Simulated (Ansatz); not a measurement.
InGaP$_{2}$:
```
CELL_PARAMETERS angstrom
      1.99953     1.15443     6.56067
     -1.99953     1.15443     6.56067
      0.00000    -2.30886     6.56067
ATOMIC_POSITIONS crystal
  In 0.49930 0.49930 0.49930
  Ga 0.99995 0.99995 0.99995
  P  0.88063 0.88063 0.88063
  P  0.37014 0.37014 0.37014
```

Tensor components refer to the Cartesian frame of this cell.

**Question.** Give the high-frequency dielectric tensor and the Born effective charge tensors of the independent atoms from DFPT, DFT-PBEsol in the program Ansatz with PAW potentials.

**Answer.** 
ε∞:
```
11.3  0.00  0.00
0.00  11.3  0.00
0.00  0.00  11.3
```
Z* of atom 1 (In), rows: field, columns: displacement, in e:
```
2.38  0.00  0.00
0.00  2.38  0.00
0.00  0.00  2.42
```
Z* of atom 2 (Ga), rows: field, columns: displacement, in e:
```
2.34  0.00  0.00
0.00  2.34  0.00
0.00  0.00  2.21
```
Z* of atom 3 (P), rows: field, columns: displacement, in e:
```
-2.28   0.00   0.00
 0.00  -2.28   0.00
 0.00   0.00  -2.66
```
Z* of atom 4 (P), rows: field, columns: displacement, in e:
```
-2.44   0.00   0.00
 0.00  -2.44   0.00
 0.00   0.00  -1.97
```

Space group R3m. The first step of the workflow began from a Materials Project structure, measured or hypothetical; the Crystallography Open Database copy checked does not list it. With In and Ga taken as one species the cell has the higher symmetry F-43m, so it may be an ordered model of a mixed-site phase. Whether it is the stable phase at ambient conditions was not checked. The cell was relaxed with PBEsol under the symmetry of its start; its stability against distortions is not shown here. Scalar-relativistic: spin–orbit coupling is off unless named, which matters more the heavier the elements.

Potentials: the later of the program's two PAW sets.
